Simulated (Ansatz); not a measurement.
**Cs₂Br: vibrational free energy, entropy and heat capacity**

These are results of DFT PBE+D3(BJ), scalar-relativistic, plane waves, PAW (Ansatz), not measurements. Plane waves to 420 eV; Γ-centred k mesh 12×12×6; Fermi-Dirac smearing of 0.15 eV. No spin polarisation. Phonons by linear response, acoustic sum rule imposed.

Relaxed structure:
```xyz
3
Lattice="5.1272 0.0000 0.0000 -2.5636 4.4403 0.0000 0.0000 0.0000 9.0052" Properties=species:S:1:pos:R:3 pbc="T T T"
Cs    2.5636    1.4801    2.1675
Cs    0.0000    2.9602    6.8377
Br    0.0000    0.0000    0.0000
```

The structure comes from a generated guess, relaxed at this level; another structure or a mixture of phases may lie lower. In a metal, frequencies and elastic constants depend on the k mesh and the smearing, soft modes and shear constants most. Some empty bands missed the eigensolver's threshold. Spin–orbit coupling is left out, which matters for heavy elements. The q mesh is coarse, so values between its points are rough.

Force constants from linear response on a 2×2×1 q mesh, interpolated to a fine mesh.

Phonon density of states, in bins of 2 cm⁻¹:
(bin centre (cm⁻¹), share of modes (%)): (1, 0.1), (3, 0.3), (5, 0.4), (7, 0.6), (9, 0.7), (11, 0.9), (13, 1.1), (15, 1.2), (17, 1.4), (19, 1.8), (21, 2.1), (23, 2.9), (25, 2.4), (27, 2.5), (29, 3.4), (31, 5.6), (33, 7.3), (35, 4.6), (37, 7.7), (39, 7.6), (41, 1.0), (43, 0.0), (45, 0.0), (47, 0.7), (49, 5.7), (51, 2.8), (53, 1.0), (55, 0.5), (57, 0.3), (59, 0.0), (61, 5.8), (63, 16.4), (65, 4.7), (67, 6.5)

**Question.** Give the zero-point energy per atom.

**Answer.** 8.1 meV.

**Question.** How large are the vibrational entropy and heat capacity at 300 K?

**Answer.** S = 8.00 k_B and C_V = 2.98 k_B per atom, 99 % of the Dulong–Petit value.

**Question.** Tabulate them against temperature.

**Answer.**
```csv
T (K),F_vib (meV/atom),S (k_B/atom),C_V (k_B/atom)
100,-14.3,4.76,2.89
200,-65.0,6.80,2.97
300,-129.1,8.00,2.98
400,-202.0,8.86,2.99
500,-281.3,9.53,2.99
600,-365.8,10.07,2.99
700,-454.7,10.53,2.99
800,-547.2,10.93,2.99
900,-643.0,11.29,2.99
1000,-741.6,11.60,2.99
```
